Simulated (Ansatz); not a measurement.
TaTe (rock salt, Fm-3m) at seven volumes, the program Ansatz at the r²SCAN level (PAW), scaled uniformly. One row is withheld.

```json
[
 {"V (Å³/atom)": "20.696", "P (GPa)": "13.43"},
 {"V (Å³/atom)": "21.379", "P (GPa)": "8.19"},
 {"V (Å³/atom)": "22.061", "P (GPa)": "3.83"},
 {"V (Å³/atom)": "22.743", "P (GPa)": "0.13"},
 {"V (Å³/atom)": "23.425", "P (GPa)": "-3.05"},
 {"V (Å³/atom)": "24.108", "P (GPa)": "-5.77"},
 {"V (Å³/atom)": "24.790", "P (GPa)": "?"}
]
```

Problem. Fit the shown pressures and predict the withheld one.

Solution. Third-order Birch–Murnaghan: P = (3/2)B₀(x^(7/2) − x^(5/2))[1 + (3/4)(B′ − 4)(x − 1)] with x = (V₀/V)^(2/3). Least squares on the six rows gives V₀ = 22.764 Å³/atom, B₀ = 113.9 GPa, B′ = 4.44. At V = 24.790, x = 0.9447 and P = -8.04 GPa. The run itself gave -8.08 GPa.

The start of the workflow was typed in or built on a structure type; neither database checked (COD, Materials Project) lists it. Its standing as an ambient phase is unchecked. The cell was relaxed with r²SCAN under the symmetry of its start. At this level the phase is mechanically unstable. No spin polarisation was allowed. Its formation energy is positive at this level, so the cell may be metastable or incomplete. Spin–orbit coupling is left out wherever it is not named.

Potentials: the later of the program's two PAW sets.
